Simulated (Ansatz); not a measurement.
# What a trial cell of K₂Nb₂O relaxes into

Level of theory: DFT PBE, scalar-relativistic, plane waves, PAW (Ansatz). Cutoff 420 eV, Gaussian smearing, Γ-centred meshes. Cell and atoms relax first on a coarse mesh and then on a finer one. In between, the cell is made exact in the group found at 0.06 Å. In metals the finer mesh still leaves noise of several meV/atom or more. The steps can't lower the symmetry of their start. No spin polarisation.

The guess for K₂Nb₂O was made by a generator: random cell by space group and Wyckoff sites (P-3m1, No. 164). The dimensions are guesses.

```cif
data_structure
_symmetry_space_group_name_H-M 'P-3m1'
_symmetry_Int_Tables_number 164
_cell_length_a 4.2938
_cell_length_b 4.2938
_cell_length_c 7.7133
_cell_angle_alpha 90.000
_cell_angle_beta 90.000
_cell_angle_gamma 120.000
_cell_volume 123.16
loop_
_atom_site_label
_atom_site_type_symbol
_atom_site_symmetry_multiplicity
_atom_site_Wyckoff_symbol
_atom_site_fract_x
_atom_site_fract_y
_atom_site_fract_z
_atom_site_occupancy
K1 K 2 c 0.00000 0.00000 0.30035 1
Nb1 Nb 2 d 0.33333 0.66667 0.88583 1
O1 O 1 a 0.00000 0.00000 0.00000 1
```

The zero of energy is the elements' standard structures at the same level (O₂ as a molecule); no fitted shifts are applied.

Q: Where does the relaxation end?

A: The symmetry stays P-3m1 (No. 164). The volume per atom grows by 9.4 %, from 24.6 to 26.9 Å³. The shortest distance goes from 2.32 Å (K–O) to 2.22 Å (Nb–O). The ratio c/a of the conventional cell changes by a factor of 1.96. The energy falls by about 1.2 eV/atom (the start's value is from the coarse mesh). Conventional cell: a = 3.535 Å, c = 12.446 Å. K is surrounded by 6 K at 3.53 Å, 3 Nb at 3.81 Å, 1 O at 4.09 Å and 1 K at 4.27 Å; Nb has 3 O at 2.22 Å, 3 Nb at 2.68 Å, 6 Nb at 3.53 Å and 3 K at 3.81 Å; O is surrounded by 6 Nb at 2.22 Å, 6 O at 3.53 Å and 2 K at 4.09 Å.

```
K Nb O
1.0
     3.53488    0.00000    0.00000
    -1.76744    3.06129    0.00000
     0.00000    0.00000   12.44617
K Nb O
2 2 1
Direct
  0.00000 0.00000 0.32826
  0.00000 0.00000 0.67174
  0.33333 0.66667 0.93036
  0.66667 0.33333 0.06964
  0.00000 0.00000 0.00000
```

Q: Give its energy and gap.

A:

* Formation energy: −0.09 eV/atom
* Gap on the 12×12×4 mesh of the 5-atom cell: 0 eV (a metal)

Whether it is stable depends on the other phases of the system, which aren't compared here.

The last run used Gaussian smearing of 0.10 eV. The cell is a metal run without spin; a magnetic state may lie lower. A structure relaxed within its symmetry needn't be a true minimum. In all, the 3 runs took 2.7 min on 1 thread of Arm Neoverse V2 (shared host).
